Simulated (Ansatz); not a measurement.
A relaxation computed with Ansatz, from input to last step.

```yaml
crystal:
  lattice:
    - [5.0536714625, 0.0, 0.0]
    - [-2.5268357312, 4.3766078689, 0.0]
    - [0.0, 0.0, 4.0662087514]
  atoms:
    - { symbol: Al, position: [0.6666666667, 0.3333333333, 0.25] }
    - { symbol: Al, position: [0.3333333333, 0.6666666667, 0.75] }
    - { symbol: Ni, position: [0.3287003692, 0.1643501846, 0.75], spin: -0.2 }
    - { symbol: Ni, position: [0.8356498154, 0.1643501846, 0.75], spin: -0.2 }
    - { symbol: Ni, position: [0.8356498154, 0.6712996308, 0.75], spin: -0.2 }
    - { symbol: Ni, position: [0.6712996308, 0.8356498154, 0.25], spin: -0.2 }
    - { symbol: Ni, position: [0.1643501846, 0.8356498154, 0.25], spin: -0.2 }
    - { symbol: Ni, position: [0.1643501846, 0.3287003692, 0.25], spin: -0.2 }
basis:
  ecutwfc: 420
kpoints:
  mp_grid: { grid: [12, 12, 10] }
hamiltonian:
  xc: pbesol
scf:
  occupations: { method: gaussian, width: 0.1 }
output:
  forces: true
  stress: true
  eigenvalues: true
  populations: true
magnetization:
  spin_polarized: true
relax:
  adjacent_minimum: "off"
  f_tol: 0.01
  max_steps: 30
  cell: { stress_tol: 0.1, fix: [volume] }
```

```bash
ansatz run input.yaml --threads 2 --pin off --max-ram 5120MiB --backend cpu --events-out ev --progress --plain --runs-dir out
```

Theory: DFT PBEsol, scalar-relativistic, plane waves, PAW (Ansatz 0.2.0).

The volume is held at 1.03 times that of the relaxed cell.

Of 4 frames 3 are shown, positions in Å and forces in eV/Å; the SCF threshold varies from step to step. Steps run on the plane waves of an earlier cell, with a Pulay correction in the pressure. The basis is chosen afresh for the last frame, the zero of the energies, and at times for earlier ones too; energy and pressure step there, also at an unchanged geometry.

```xyz
8
Lattice="5.0537 0.0000 0.0000 -2.5268 4.3766 0.0000 0.0000 0.0000 4.0662" Properties=species:S:1:pos:R:3:forces:R:3 pbc="T T T" step=1 free_energy_over_end_meV_per_atom=0.02 pressure_GPa=-5.61
Al    2.5268    1.4589    1.0166    0.0000    0.0000    0.0000
Al    0.0000    2.9177    3.0497    0.0000    0.0000    0.0000
Ni    1.2459    0.7193    3.0497   -0.0248   -0.0143    0.0000
Ni    3.8078    0.7193    3.0497    0.0248   -0.0143    0.0000
Ni    2.5268    2.9380    3.0497    0.0000    0.0286    0.0000
Ni    1.2810    3.6573    1.0166    0.0248    0.0143    0.0000
Ni   -1.2810    3.6573    1.0166   -0.0248    0.0143    0.0000
Ni    0.0000    1.4386    1.0166    0.0000   -0.0286    0.0000
8
Lattice="5.0542 0.0000 0.0000 -2.5271 4.3771 0.0000 0.0000 0.0000 4.0653" Properties=species:S:1:pos:R:3:forces:R:3 pbc="T T T" step=2 free_energy_over_end_meV_per_atom=0.01 pressure_GPa=-5.60
Al    2.5271    1.4590    1.0163    0.0000    0.0000    0.0000
Al    0.0000    2.9181    3.0490    0.0000    0.0000    0.0000
Ni    1.2454    0.7190    3.0490   -0.0152   -0.0088    0.0000
Ni    3.8088    0.7190    3.0490    0.0152   -0.0088    0.0000
Ni    2.5271    2.9390    3.0490    0.0000    0.0176    0.0000
Ni    1.2817    3.6580    1.0163    0.0152    0.0088    0.0000
Ni   -1.2817    3.6580    1.0163   -0.0152    0.0088    0.0000
Ni    0.0000    1.4381    1.0163    0.0000   -0.0176    0.0000
8
Lattice="5.0551 0.0000 0.0000 -2.5275 4.3778 0.0000 0.0000 0.0000 4.0640" Properties=species:S:1:pos:R:3:forces:R:3 pbc="T T T" step=4 free_energy_over_end_meV_per_atom=0.00 pressure_GPa=-5.59
Al    2.5275    1.4593    1.0160    0.0000    0.0000    0.0000
Al    0.0000    2.9185    3.0480    0.0000    0.0000    0.0000
Ni    1.2446    0.7186    3.0480    0.0000    0.0000    0.0000
Ni    3.8104    0.7186    3.0480    0.0000    0.0000    0.0000
Ni    2.5275    2.9406    3.0480    0.0000    0.0000    0.0000
Ni    1.2829    3.6592    1.0160    0.0000    0.0000    0.0000
Ni   -1.2829    3.6592    1.0160    0.0000    0.0000    0.0000
Ni    0.0000    1.4372    1.0160    0.0000    0.0000    0.0000
```

The run took 4 min on 2 threads of Intel(R) Xeon(R) Platinum 8488C (Sapphire Rapids), on a shared host, peak memory 1.2 GiB.